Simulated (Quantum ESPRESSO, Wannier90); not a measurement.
## Wannierisation of Al (hcp (Mg type), model phase)

```xyz
2
Lattice="2.8125 0.0000 0.0000 -1.4062 2.4357 0.0000 0.0000 0.0000 4.8669" Properties=species:S:1:pos:R:3 pbc="T T T"
Al    -1.4062     0.8119    -1.2167
Al     1.4062    -0.8119     1.2167
```

Cell from Materials Project (mp-2647008), symmetrised, no further relaxation. This isn't the element's usual structure (fcc); take it as a model of another phase. Computed values, not measurements, from LDA: Quantum ESPRESSO (norm-conserving PseudoDojo potentials, cutoff 36 Ry, no spin polarisation, no spin-orbit coupling) on a Γ-centred 12×12×6 mesh, then Wannier90. Density: 18×18×10 mesh, cold smearing 0.01 Ry.

The lattice is scaled uniformly with fixed fractional positions (axis ratios and free coordinates are held, so this isn't the response to pressure), and at each scale an atom-like model (Al sp; disentangled, num_iter = 0) is made. Listed is the largest hopping of each kind of orbital pair shown, with the distance of the two functions' centres at scale 1; the mesh was not varied.

```tsv
scale	modulus of t, Al2 px–Al2 px at 2.81 Å (eV)	modulus of t, Al1 px–Al1 s at 2.81 Å (eV)	modulus of t, Al1 s–Al1 s at 2.81 Å (eV)
0.970	2.541	1.606	0.692
0.990	2.443	1.515	0.652
1.000	2.393	1.474	0.636
1.010	2.331	1.432	0.622
1.030	2.221	1.355	0.592
```

Task: With |t| ∝ d^(−η), find η for each hopping from the ends of the series.

Result: 
- Al2 px–Al2 px at 2.81 Å: η = −ln(2.221/2.541)/ln(1.030/0.970) = 2.2
- Al1 px–Al1 s at 2.81 Å: η = −ln(1.355/1.606)/ln(1.030/0.970) = 2.8
- Al1 s–Al1 s at 2.81 Å: η = −ln(0.592/0.692)/ln(1.030/0.970) = 2.6
Harrison's rules would take η = 2.0, 2.0, 2.0 for these pairs; they describe atomic orbitals, while these are orthogonalised and change shape with the volume.
